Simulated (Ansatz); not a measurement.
Consider the following.

Mg2TeS:
```yaml
crystal:
  lattice:
    - [2.13709, 1.23385, 7.04312]
    - [-2.13709, 1.23385, 7.04312]
    - [0.00000, -2.46770, 7.04312]
  atoms:
    - { symbol: Mg, position: [0.99086, 0.99086, 0.99086] }
    - { symbol: Mg, position: [0.51024, 0.51024, 0.51024] }
    - { symbol: Te, position: [0.12280, 0.12280, 0.12280] }
    - { symbol: S, position: [0.62607, 0.62607, 0.62607] }
```

This is the r²SCAN-relaxed structure. Cartesian axes are those of the cell as given.

Problem. All from r²SCAN (plane waves, PAW; program Ansatz), unless another level is named. Estimate the hole effective mass, band 2 of 2 at the edge.

Solution. 0.19 along x, 8.2 along z (mₑ).

Problem. What about the band gap?

Solution. 2.09 eV (direct).

Problem. What about the electron effective mass?

Solution. 0.23, 0.27, 0.27 mₑ (principal values).

Space group R3m. The workflow started from a Materials Project entry (that database holds measured and hypothetical structures alike); the Crystallography Open Database copy checked does not list it. Whether it is the stable phase at ambient conditions was not checked. The cell was relaxed with r²SCAN under the symmetry of its start; whether a distortion lowers the energy is not shown. Scalar-relativistic: spin–orbit coupling is off unless named, which matters more the heavier the elements.

Potentials: the later of the program's two PAW sets.
